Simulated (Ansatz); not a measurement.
The relaxed structure here is a generated cell of SnS2: the first start was made by placing the elements on the sites of a structure type, and the end was not matched to a known phase here, so it may be hypothetical. Known forms of SnS2 include space group No. 164.

One stationary structure of SnS₂. Space group Pnma (No. 62). Calculation: PBEsol (plane waves to 420 eV, PAW, scalar-relativistic; Ansatz, a first-principles code).

```xyz
12
Lattice="4.6146 0.0000 0.0000 0.0000 6.4696 0.0000 0.0000 0.0000 9.4512" Properties=species:S:1:pos:R:3 pbc="T T T"
S      0.9306     1.6174     3.6328
S      3.6840     4.8522     5.8185
S      2.3073     3.2348     4.7256
S      0.0000     0.0000     0.0000
S      2.3073     0.0000     4.7256
S      0.0000     3.2348     0.0000
S      3.2379     1.6174     1.0929
S      1.3767     4.8522     8.3584
Sn     1.8238     1.6174     8.4206
Sn     0.4835     4.8522     3.6950
Sn     4.1311     1.6174     5.7562
Sn     2.7908     4.8522     1.0306
```

Problem. Predict the band gap from PBEsol.

Solution. 0.98 eV, indirect (valence top at k = (0.3, 0, 0), conduction bottom at k = (0.2, 0.4286, 0.2)) (no spin-orbit coupling).

Problem. What is the computed smallest direct gap (PBEsol)?

Solution. 1.04 eV at k = (0.1, 0.2857, 0).

No spin polarisation in the result.

The run could not lose the symmetry of its start, so the end can be a saddle point.

It was reached from a disturbed copy of a Fd-3m (No. 227) cell (cubic Laves (MgCu2 type)), against which it lies -0.58 eV/atom.
